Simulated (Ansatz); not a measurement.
TiGe₂:
```yaml
crystal:
  lattice:
    - [0.00000, 4.31198, 4.37040]
    - [2.51880, 0.00000, 4.37040]
    - [2.51880, 4.31198, 0.00000]
  atoms:
    - { symbol: Ti, position: [0.75000, 0.75000, 0.75000] }
    - { symbol: Ti, position: [0.50000, 0.50000, 0.50000] }
    - { symbol: Ge, position: [0.08129, 0.41871, 0.08129] }
    - { symbol: Ge, position: [0.41871, 0.08129, 0.41871] }
    - { symbol: Ge, position: [0.16871, 0.83129, 0.16871] }
    - { symbol: Ge, position: [0.83129, 0.16871, 0.83129] }
```

Relaxed with r²SCAN.

Q: Map the valence electron density (e/Å³), cut off at 3 on the plane through (0.750, 0.750, 0.750) spanned by u = [1, -1, 1] and v = [-1, 1, 1] in lattice vectors, from r²SCAN (plane waves, PAW; program Ansatz).

A: x is the fraction of u, y of v (the angle between them is 90°; rows are the nearest grid lines); atoms in the plane: Ti at (0.00, 0.00), Ti at (0.50, 0.50), Ge at (0.33, 0.00), Ge at (0.83, 0.50), Ge at (0.17, 0.50), Ge at (0.67, 0.00).
```
|9999100001399999710000179999931000019999|
|9997100001399999510000159999931000017999|
|9994000000159999310000139999510000004999|
|9941000000124653100000013564210000001499|
|2210000000011111000000001111100000000122|
|0000000000000000000000000000000000000000|
|0000000000000000000000000000000000000000|
|0000001100000000000000000000000011000000|
|0000123321000000002442000000001233210000|
|0000259983100000028998200000013899520000|
|0001499998210000159999510000128999941000|
|0001699999310000189999810000139999961000|
|0001699999310000189999810000139999961000|
|0001499998210000159999510000128999941000|
|0000259983100000028998200000013899520000|
|0000123321000000002442000000001233210000|
|0000001100000000000000000000000011000000|
|0000000000000000000000000000000000000000|
|0000000000000000000000000000000000000000|
|2210000000011111000000001111100000000122|
|9941000000124653100000013564210000001499|
|9994000000159999310000139999510000004999|
|9997100001399999510000159999931000017999|
|9999100001399999710000179999931000019999|
```
Scale: ten equal steps from 0.164 (start of '0') to 3.00 (end of '9'), in the order '0123456789'; x runs from 0.000 to 1.00, y from 0.000 (bottom) to 1.00 (top).

The density is the valence pseudo-density with augmentation charge, so density and ELF within about 1 Å of a nucleus are not all-electron values.

Space group Fddd. The workflow started from a Materials Project entry (that database holds measured and hypothetical structures alike); the Crystallography Open Database files this formula in space group No. 70, but the cells were not matched. Its standing as an ambient phase is unchecked. Symmetry was held in the r²SCAN relaxation; its stability against distortions is not shown here. The run is not spin-polarised.

Potentials: the later of the program's two PAW sets.
